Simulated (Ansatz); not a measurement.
Input and command of a plane-wave DFT calculation in Ansatz:

```yaml
crystal:
  lattice:
    - [2.7436214815, 0.0, 0.0]
    - [-1.3718107407, 2.3760459013, 0.0]
    - [0.0, 0.0, 4.36088301]
  atoms:
    - { symbol: Os, position: [0.33333333, 0.66666667, 0.0] }
    - { symbol: Ir, position: [0.66666667, 0.33333333, 0.5] }
basis:
  ecutwfc: 500
kpoints:
  mp_grid: { grid: [24, 24, 14] }
hamiltonian:
  xc: r2scan
scf:
  occupations: { method: gaussian, width: 0.1 }
output:
  forces: true
  stress: true
  eigenvalues: true
  write_density: true
  write_potential: true
  elf: true
  volumetric_format: npy
relax:
  adjacent_minimum: "off"
  f_tol: 0.01
  max_steps: 80
  cell: { stress_tol: 0.05 }
```

```bash
ansatz run input.yaml --threads 1 --pin off --max-ram 3072MiB --backend cpu --events-out ev --progress --plain --runs-dir out
```

Processor: Arm Neoverse V2, 1 thread, on a host shared with other jobs.

Question: Estimate time, memory and problem size.

Answer: About 4.6 min on 1 thread of Arm Neoverse V2 (shared host), peak memory 0.73 GiB. It solves 21 bands at 488 k points (the mesh reduced by symmetry) with about 699 plane waves (on the last cell), in 34 SCF iterations over 5 ionic steps.
